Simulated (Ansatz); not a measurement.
YIn: energy along a strain

YIn, Pm-3m, a = 3.810 Å (as given, not relaxed at this level: -4.4 GPa). The structure is a COD entry; whether it is the stable form wasn't checked. Ansatz: PBEsol, PAW, 420 eV, Γ-centred 12×12×12 mesh on 2 atoms, Gaussian smearing 0.15 eV; no spin polarisation. Cell vectors (Å): 3.810 0.000 0.000; 0.000 3.810 0.000; 0.000 0.000 3.810. The cell is strained by x per cent times the pattern (0 1 0 0 0 0) in the order xx yy zz yz xz xy (engineering shears), with fractional coordinates held. y is the free energy over the start, V0 = 27.653 Å³/atom.

| x (%) | y (meV/atom) |
| --- | --- |
| -2.00 | -13.34 |
| -1.50 | -10.36 |
| -1.00 | -7.13 |
| -0.50 | -3.68 |
| 0.00 | 0.00 |
| 0.50 | 3.89 |
| 1.00 | 7.99 |
| 1.50 | 12.28 |
| 1.75 | 14.50 |
| 2.00 | ? |

Task: Fit y = c1 x + c2 x² + c3 x³ to the other rows, get the stiffness along the pattern, and predict the missing energy.

Result: Least squares on the rows shown. y = 7.5726 x + 0.42767 x² − 0.011696 x³. The clamped-ion stiffness p·C·p = 2 × 4.277 eV × 160.2 / 27.653 Å³ = 50 GPa, which is C22 in these axes (C11 of the cubic crystal) (second derivative at the start, which stands under stress). At x = 2.00 the fit asked for gives 16.76 meV/atom. The run gave 16.77 meV/atom, so the fit is 0.01 meV/atom too low, a small miss on the scale of the series.